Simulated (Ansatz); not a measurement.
A relaxed structure of BN. Space group P6₃mc (No. 186), AFLOW prototype AB_hP8_186_ab_ab (B5, as in SiC). These are r2SCAN (plane waves to 500 eV, PAW, scalar-relativistic; Ansatz, a quantum-chemistry and plane-wave program) values and carry that method's errors.

```xyz
8
Lattice="2.5480 0.0000 0.0000 -1.2740 2.2066 0.0000 0.0000 0.0000 8.3753" Properties=species:S:1:pos:R:3 pbc="T T T"
B      0.0000     0.0000     8.3734
B      0.0000     0.0000     4.1857
B      1.2740     0.7355     6.2854
B      0.0000     1.4711     2.0978
N      0.0000     0.0000     6.8105
N      0.0000     0.0000     2.6229
N      1.2740     0.7355     4.7088
N      0.0000     1.4711     0.5211
```

### Question
What is the computed band gap (r2SCAN)?

### Answer
6.08 eV, indirect (valence top at Γ, conduction bottom at M) (no spin-orbit coupling).

### Question
Predict the smallest direct gap from r2SCAN.

### Answer
8.19 eV at M.

No spin polarisation in the result.

The run could not lose the symmetry of its start.

The first start was generated by placing the elements on the sites of a structure type. A measured structure of BN has the same space group, P6₃mc (No. 186); the sites were not compared with it.
